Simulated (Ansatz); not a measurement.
Starting cell, Au (fcc, Cu type):

```
Au
1.0
    0.00000     4.15718     4.15718
    2.07859     2.07859     4.15718
    2.07859     2.07859     0.00000
Au
2
Direct
  0.00000   0.00000   0.00000
  0.50000   0.00000   0.00000
```

The atoms are displaced by Q × the pattern below (from a DFPT mode at X = (0.5, 0.5, 0.0), largest move 1; Q in Å), at fixed cell. (q is in reciprocal vectors of the primitive cell; the cell shown is doubled to hold the pattern.)

```csv
atom,x,y,z
Au1,0.000,0.000,-1.000
Au2,0.000,0.000,1.000
```

The numbers are results of PBE (plane waves to 420 eV, PAW, scalar-relativistic; Ansatz, a program for electronic structure), not measurements. k mesh 19×19×19 (Γ-centred), Fermi-Dirac smearing 0.05 eV. Energies are smeared free energies. With partly filled bands, energies and forces of such displacements shift with the k mesh and the smearing. Au was relaxed with its symmetry unable to fall. Spin-orbit coupling is left out, though Au is heavy. The zero of ΔE is the undisplaced structure. The last digit holds for this mesh only.

| Q (Å) | ΔE (meV/cell) |
|---|---|
| -0.1000 | withheld |
| -0.0833 | 91.6 |
| -0.0667 | 58.3 |
| -0.0500 | 32.7 |
| -0.0333 | 14.5 |
| -0.0167 | 3.6 |
| 0.0000 | 0.0 |
| 0.0167 | 3.6 |
| 0.0333 | 14.5 |
| 0.0500 | 32.7 |
| 0.0667 | 58.3 |
| 0.0833 | 91.6 |
| 0.1000 | withheld |

Task: Fit an even polynomial form (powers 2, 4) to the given rows and predict ΔE at Q = 0.1000.

Result: Least squares on the 11 given rows: ΔE = (12990)·Q² + (30450)·Q⁴, in meV/cell with Q in Å; root-mean-square residual 0.05 meV/cell. At 0.1000 the fit gives 132.9 meV/cell; the calculation gives 132.7 meV/cell, so the extrapolation is off by 0.2 (+0.2 %). The quadratic term alone would give 129.9 meV/cell.

(A displaced cell: forces are minus the slopes of the energy, force constants its curvatures, and phonons follow from these.)
